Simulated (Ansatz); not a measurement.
A relaxed cell of SiW2 is given with its symmetry left out. The cell was found from a structure generator's guess, not taken from experiment.

The calculation used DFT PBE, scalar-relativistic, plane waves, PAW (Ansatz 0.2.0). Cutoff 420 eV, Γ-centred mesh, Gaussian smearing, no spin polarisation.

```
Si W
1.0
    -1.60582    1.60582    4.32794
     1.60582   -1.60582    4.32794
     1.60582    1.60582   -4.32794
Si W
1 2
Direct
  0.00000 0.00000 0.00000
  0.33633 0.33633 0.00000
  0.66367 0.66367 0.00000
```

Energies over the elements count from the elements' standard structures at the same level, with no fitted energy shifts.

Q: What space group does it have?

A: I4/mmm (No. 139), the MoSi2 (C11b) type. Conventional cell: a = 3.212 Å, c = 8.656 Å. Si is surrounded by 8 W at 2.68 Å, 2 W at 2.91 Å and 4 Si at 3.21 Å; around W lie 4 Si at 2.68 Å, 5 W at 2.72–2.83 Å, 1 Si at 2.91 Å and 4 W at 3.21 Å.

Q: What is its formation energy per atom?

A: +0.06 eV/atom. A positive value: parting into the elements would lower its energy.

Q: Is it a metal?

A: Yes, bands cross the Fermi level on the 20×20×20 mesh.

The last run used a 20×20×20 mesh for its 3-atom cell and Gaussian smearing of 0.10 eV. Spin–orbit coupling, which can matter for W, is left out. This cell was reached by moving the atoms of another relaxed cell at random and relaxing again, last within the group found; it had no such test of its own. Another cell of SiW2 relaxed alike, in Pmmn, lies 100 meV/atom lower, so this cell isn't the stable form at this level.
